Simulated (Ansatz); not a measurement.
A: BaTiO₃ (tetragonal-perovskite type, space group P4mm), a = 3.9855 Å, b = 3.9855 Å, c = 4.2013 Å, α = 90.00°, β = 90.00°, γ = 90.00°
B: Os (hcp, Mg type), a = 2.755 Å, b = 2.755 Å, c = 4.344 Å, α = 90.00°, β = 90.00°, γ = 120.00°
C: TiAl3 (D022 type, space group I4/mmm), a = b = 3.8459 Å, c = 8.6199 Å, α = β = γ = 90.00°
D: Ba2N (space group R-3m), a = b = 4.0211 Å, c = 22.7847 Å, α = β = 90.00°, γ = 120.00°
E: CdSe (wurtzite), a = b = 4.383 Å, c = 7.154 Å, α = β = 90.00°, γ = 120.00°

Scan: energy against volume (even scaling of the relaxed cell, symmetry kept). One method and one kind of scan serve all of them; meshes and ranges differ. All were relaxed with their symmetry unable to fall. BaTiO3 is run without spin polarisation. Os is run without spin polarisation. Spin-orbit coupling is left out. TiAl3 is run without spin polarisation.

Question: Put the candidates in order of bulk modulus at fixed cell shape (fitted), lowest first, for PBE (plane waves to 420 eV, PAW, scalar-relativistic; Ansatz, a quantum-chemistry and plane-wave program).

Answer: D (19.9 GPa), E (44.6 GPa), C (106 GPa), A (125 GPa), B (398 GPa)

(Under strain, the slope of the energy per volume gives the stress and its curvature an elastic modulus.)
